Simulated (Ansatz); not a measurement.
CdS (wurtzite)

```
CELL_PARAMETERS angstrom
      4.16356     0.00000     0.00000
     -2.08178     3.60575     0.00000
      0.00000     0.00000     6.76722
ATOMIC_POSITIONS crystal
  Cd 0.66667 0.33333 0.00099
  Cd 0.33333 0.66667 0.50099
  S  0.66667 0.33333 0.62421
  S  0.33333 0.66667 0.12421
```

In each cell atom 4 (S, nearest neighbour Cd at 2.544 Å; its periodic images, 4.2 Å or more away, move with it) moves by s·(0.000, 0.000, 1.000) (along Cartesian z), the rest being held.

Calculation: r2SCAN (plane waves to 500 eV, PAW, scalar-relativistic; Ansatz, a quantum-chemistry and plane-wave program). k mesh 7×7×4 (Γ-centred), Fermi-Dirac smearing 0.05 eV. The energy includes the smearing's −TS. Left out: 1 of 11 points, with atoms too close for the PAW data. CdS was relaxed with its symmetry unable to fall. The zero of ΔE is the undisplaced structure.

```csv
s (Å),ΔE (meV/cell)
-0.760,975
-0.608,726
-0.456,476
-0.304,withheld
-0.152,72
0.000,0
0.152,101
0.304,479
0.456,1307
0.608,2869
```

Question: Fit a polynomial form (powers 2, 3, 4) to the given rows and predict ΔE at s = -0.304.

Answer: Least squares on the 9 given rows: ΔE = (3824)·s² + (4762)·s³ + (2617)·s⁴, in meV/cell with s in Å; root-mean-square residual 25.3 meV/cell. At -0.304 the fit gives 242 meV/cell; the calculation gives 247 meV/cell, so the interpolation is off by -5 (-2.0 %). The quadratic term alone would give 353 meV/cell.

(A displaced cell: forces are minus the slopes of the energy, force constants its curvatures, and phonons follow from these.)
